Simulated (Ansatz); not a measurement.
One stationary structure of SnO2. Space group I4₁/amd (No. 141), anatase type. Method: r2SCAN (plane waves to 500 eV, PAW, scalar-relativistic; Ansatz, a quantum-chemistry and plane-wave program).

```cif
data_O8Sn4
_chemical_formula_sum 'O8 Sn4'
_space_group_name_H-M_alt 'I41/amd :1'
_space_group_IT_number 141
_space_group_name_Hall 'I 4bw 2bw -1bw'
_cell_length_a 3.99919
_cell_length_b 3.99919
_cell_length_c 10.20381
_cell_angle_alpha 90.000
_cell_angle_beta 90.000
_cell_angle_gamma 90.000
loop_
_atom_site_label
_atom_site_type_symbol
_atom_site_symmetry_multiplicity
_atom_site_Wyckoff_symbol
_atom_site_fract_x
_atom_site_fract_y
_atom_site_fract_z
_atom_site_occupancy
O1 O 8 e 0.00000 0.00000 0.20364 1
Sn1 Sn 4 a 0.00000 0.00000 0.00000 1
```
(The calculation used a cell of 6 atoms; values per cell refer to that cell.)

Problem. Give the band gap at the level r2SCAN.

Solution. 2.33 eV, indirect (valence top at P, conduction bottom at Γ) (no spin-orbit coupling).

Problem. Give the smallest direct gap at the level r2SCAN.

Solution. 2.74 eV at Γ.

No spin polarisation in the result.

The run could not lose the symmetry of its start.

The first start was generated by placing the elements on the sites of a structure type. Materials Project lists a structure of SnO2 in the same space group, I4₁/amd (No. 141); the sites were not compared with it, nor with measured phases. Known forms of SnO2 include space group No. 136.
